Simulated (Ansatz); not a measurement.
Simulated powder pattern, neutron, λ = 1.5401 Å (kinematic, ideal powder, no thermal factors, coherent scattering alone; the 30 strongest lines at most, above 1 %, up to 2θ = 90°):

```csv
2θ (°),d (Å),I/Imax (%)
24.87,3.576,46
25.80,3.449,16
30.55,2.923,100
37.26,2.410,7.4
37.71,2.382,21
41.73,2.162,6.8
42.84,2.108,9.8
45.71,1.983,30
47.50,1.912,45
49.19,1.850,10
50.17,1.816,15
51.02,1.788,12
51.04,1.787,8.0
57.50,1.601,7.9
57.59,1.599,13
63.60,1.461,14
63.69,1.460,28
65.16,1.430,17
66.87,1.398,16
68.76,1.364,9.3
70.91,1.328,8.0
72.26,1.306,24
73.24,1.291,13
75.06,1.264,32
78.03,1.223,13
80.43,1.193,10
84.09,1.150,11
85.44,1.135,13
85.90,1.130,12
89.22,1.097,8.4
```

The pattern belongs to a structure relaxed with the program Ansatz at the LDA level (PAW).

The compound is I.

Question: Give the crystal system and the lattice parameters.

Answer: orthorhombic, Cmce; a = 7.152 Å, b = 4.324 Å, c = 9.530 Å.

Symmetry was held in the LDA relaxation. A crystal of weakly bound units computed without a dispersion correction: the cell and the soft elastic constants depend strongly on that. Spin–orbit coupling is left out wherever it is not named.

Potentials: the earlier of the program's two PAW sets.
